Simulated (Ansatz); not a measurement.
## Ga₃BAs₄ (ordering on zincblende) by several functionals

All numbers come from Ansatz. No magnetic order and no zero-point or thermal motion; the cell was built from a prototype and may be hypothetical.

The cell is Ga₃BAs₄ as one 8-atom ordering (P-43m) on the zincblende lattice; cell and atoms were relaxed with r2SCAN. Space group P-43m (No. 215), cubic; conventional cell a = 5.450 Å, 20.24 Å³ an atom. B has 4 As at 2.16 Å; As has 1 B at 2.16 Å and 3 Ga at 2.43 Å; Ga has 4 As at 2.43 Å.

```yaml
crystal:
  lattice:
    - [5.45026, 0.00000, 0.00000]
    - [0.00000, 5.45026, 0.00000]
    - [0.00000, 0.00000, 5.45026]
  atoms:
    - { symbol: B, position: [0.00000, 0.00000, 0.00000] }
    - { symbol: As, position: [0.22906, 0.22906, 0.22906] }
    - { symbol: Ga, position: [0.50000, 0.50000, 0.00000] }
    - { symbol: As, position: [0.77094, 0.77094, 0.22906] }
    - { symbol: Ga, position: [0.50000, 0.00000, 0.50000] }
    - { symbol: As, position: [0.77094, 0.22906, 0.77094] }
    - { symbol: Ga, position: [0.00000, 0.50000, 0.50000] }
    - { symbol: As, position: [0.22906, 0.77094, 0.77094] }
```

Relaxed lattice by functional, symmetry kept:

| functional | k mesh | a (Å) | volume (Å³/atom) |
| --- | --- | --- | --- |
| PBE | 4×4×4 | 5.511 | 20.92 |
| r2SCAN | 4×4×4 | 5.450 | 20.24 |

Band edges at fixed r2SCAN geometry:
```csv
level,k mesh,gap (eV),kind,edges,least direct gap (eV),rough cost
PBE,6×6×6,0.59,indirect,Γ → R,0.83,21 core-seconds
PBE+SOC,6×6×6,0.48,indirect,Γ → R,0.73,90 core-seconds
r2SCAN,6×6×6,0.80,indirect,Γ → R,1.20,18 core-seconds
HSE06,4×4×4,1.20,indirect,Γ → R,1.63,4 core-minutes
PBE0,4×4×4,1.82,indirect,Γ → R,2.24,4 core-minutes
```
PBE, PBE+SOC: smearing of 0.02 eV; the others have fixed occupations.
Wave cutoffs: 420 eV, 500 eV (r2SCAN).
Costs come from shared machines and give only the order; PBE's includes the band path. The runs had 4 threads of Intel(R) Xeon(R) 6975P-C (Granite Rapids) (shared host).

HSE06 gives an indirect gap of 1.20 eV, from Γ to R; the least direct gap is 1.63 eV at Γ. Spin-orbit coupling changes the PBE gap by -0.104 eV, to 0.48 eV; at Γ the threefold valence level splits into a fourfold and a twofold level 0.32 eV apart, the fourfold one on top.

r2SCAN covers 35 % of the step from PBE to HSE06, while HSE06 needs about 14 times r2SCAN's rough cost (on a coarser mesh). For gaps to 0.1 eV, spin-orbit coupling (up to 0.10 eV here) has to be included. All these functionals give a gap of the same kind, indirect.

r2SCAN (ground state on 4×4×4): The electronic dielectric tensor ε∞ is 11.80 in all directions. Born charges, averaged over directions: B +0.98, As -1.74, Ga +2.00 e.

Only the levels marked +SOC include spin-orbit coupling.
